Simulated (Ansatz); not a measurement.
Consider the following.

C:
```
CELL_PARAMETERS angstrom
      6.84537     0.00000     0.00000
     -3.42268     5.92826     0.00000
      0.00000     0.00000     6.71935
ATOMIC_POSITIONS crystal
  C  0.54000 0.66658 0.75000
  C  0.74482 0.66673 0.75000
  C  0.54000 0.87342 0.75000
  C  0.74482 0.07809 0.75000
  C  0.33342 0.87342 0.75000
  C  0.33327 0.07809 0.75000
  C  0.12658 0.66658 0.75000
  C  0.92191 0.66673 0.75000
  C  0.12658 0.46000 0.75000
  C  0.92191 0.25518 0.75000
  C  0.33342 0.46000 0.75000
  C  0.33327 0.25518 0.75000
  C  0.87342 0.33342 0.25000
  C  0.07809 0.33327 0.25000
  C  0.87342 0.54000 0.25000
  C  0.07809 0.74482 0.25000
  C  0.66658 0.54000 0.25000
  C  0.66673 0.74482 0.25000
  C  0.46000 0.33342 0.25000
  C  0.25518 0.33327 0.25000
  C  0.46000 0.12658 0.25000
  C  0.25518 0.92191 0.25000
  C  0.66658 0.12658 0.25000
  C  0.66673 0.92191 0.25000
```

This is the r²SCAN+D4-relaxed structure.

Question: All from r²SCAN+D4 (plane waves, PAW; program Ansatz), unless another level is named. Predict the electron effective mass.

Answer: 0.040, 0.76, 3.3 mₑ (principal values).

Question: And the band gap?

Answer: 0.26 eV (smallest direct gap 0.27 eV).

Question: Next, the hole effective mass?

Answer: 0.042, 0.37, 9.1 mₑ (principal values).

Question: Next, the conduction-band minimum?

Answer: on the L–M line, 58 % of the way from L (6 equivalent valleys).

Question: Next, the valence-band maximum?

Answer: at M.

Space group P6_3/mmc. The start of the workflow was typed in or built on a structure type. Its sites differ from those of the usual phase in this space group: another stacking or structure type. The r²SCAN+D4 relaxation kept the symmetry of its start; whether a distortion lowers the energy is not shown.

Potentials: the later of the program's two PAW sets.
